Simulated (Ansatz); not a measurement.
Starting cell, TiTe₂ (CdI2 type):

```
TiTe2
1.0
    3.69732     0.00000     0.00000
   -1.84866     3.20197     0.00000
    0.00000     0.00000     6.38398
Ti Te
1 2
Direct
  0.00000   0.00000   0.00000
  0.33333   0.66667   0.27110
  0.66667   0.33333   0.72890
```

In this cell atom 1 (Ti, nearest neighbour Te at 2.748 Å; its periodic images, 3.7 Å or more away, move with it) is moved by s along Cartesian x, unit vector (1.000, 0.000, 0.000); all other atoms and the cell stay fixed.

All values below come from PBE-D3(BJ) (plane waves to 420 eV, PAW, scalar-relativistic; Ansatz, an electronic-structure program). k mesh 12×12×6 (Γ-centred), Fermi-Dirac smearing 0.05 eV. Stress and pressure are positive under compression. With partly filled bands, energies and forces of such displacements shift with the k mesh and the smearing. F∥ is the force on the atom along that direction. Spin-orbit coupling is left out, though Te is heavy. TiTe2 is run without spin polarisation. TiTe2 was relaxed with its symmetry unable to fall. 

| s (Å) | F∥ (eV/Å) | P (GPa) |
|---|---|---|
| -0.820 | … | 14.8 |
| -0.656 | 4.944 | 9.8 |
| -0.492 | 3.275 | … |
| -0.328 | … | … |
| -0.164 | 0.827 | 0.7 |
| 0.000 | 0.000 | 0.0 |
| 0.164 | -0.827 | 0.7 |
| 0.328 | … | … |
| 0.492 | -3.275 | … |
| 0.656 | -4.944 | 9.8 |
| 0.820 | … | 14.8 |

Q: What belongs in the gaps?

A: 
- -0.820, F∥ (eV/Å): 6.375
- -0.492, P (GPa): 5.7
- -0.328, F∥ (eV/Å): 1.772
- -0.328, P (GPa): 2.7
- 0.328, F∥ (eV/Å): -1.772
- 0.328, P (GPa): 2.7
- 0.492, P (GPa): 5.7
- 0.820, F∥ (eV/Å): -6.375

(For displaced atoms, the force is minus the slope of the energy, and its curvature is a force constant, which sets phonon frequencies.)
